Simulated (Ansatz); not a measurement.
Values for one crystal, relaxed and computed with DFT-r²SCAN in the program Ansatz with PAW potentials; other levels are named.

| Item | Result |
|---|---|
| Volume per atom | 5.64 Å³ |
| Band gap | 4.36 eV (indirect) |
| Young's modulus | 1170 GPa |
| Hill bulk and shear moduli | 450 and 548 GPa |
| Elastic constants (relaxed ions, GPa) | C11 = 1110, C12 = 120, C44 = 586 |
| Hole effective mass, band 3 of 3 at the edge | 0.28 along [100], 0.19 along [110], 0.16 along [111] (mₑ) |
| Debye temperature from the elastic constants | 2270 K |

Question: Pick the material that matches.
A. Ge, diamond
B. B, α-B12
C. C, diamond
D. B, I4_132 (B on 8a)

Answer: C, C, diamond

Space group Fd-3m (diamond). The cell was relaxed with r²SCAN under the symmetry of its start.

Potentials: the earlier of the program's two PAW sets.
